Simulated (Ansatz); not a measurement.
KLuS2, DFT, LDA, PAW with Ansatz's default frozen-core files, scalar-relativistic (Ansatz 0.2.0), run on 1 thread of AMD EPYC 7R43 64-Core Processor (Zen 3) on a shared host.

The geometry is COD entry 2105802, unchecked; take it as a test cell. The listed cell was then made from it by scaling, straining or moving an atom.

Command: `ansatz run input.yaml --threads 1 --pin off --max-ram 4096MiB --backend cpu --events-out ev --progress --plain --runs-dir out`

```yaml
crystal:
  lattice:
    - [2.0139912545, 1.1627783929, 7.29033]
    - [-2.0139912545, 1.1627783929, 7.29033]
    - [0.0, -2.3255567858, 7.29033]
  atoms:
    - { symbol: K, position: [0.0, 0.0, 0.0] }
    - { symbol: Lu, position: [0.5, 0.5, 0.5] }
    - { symbol: S, position: [0.23369, 0.23369, 0.23369] }
    - { symbol: S, position: [0.76631, 0.76631, 0.76631] }
kpoints:
  mp_grid: { grid: [7, 7, 7] }
scf:
  occupations: { method: fermi_dirac, width: 0.01 }
hamiltonian:
  xc: lda
  pseudopotentials: { kind: paw }
output:
  forces: true
  stress: true
  eigenvalues: true
  efg: { contact_densities: true }
  write_density: true
  write_potential: true
  elf: true
  volumetric_format: npy
```

Task: How large is the problem that the program sets up?

Result: 44 irreducible k-points, 1999 plane waves at Γ, 28 bands.

Task: Estimate the wall time and the peak memory.

Result: 12 s of wall time for 8 SCF iterations, with a peak of 0.55 GiB. Times on shared machines scatter by tens of per cent.

Task: And the same cell and mesh by crystal-made all-electron datasets, asked for forces, stress, eigenvalues, efg, on the same hardware?

Result: 23 s, peak memory 0.9 GiB.
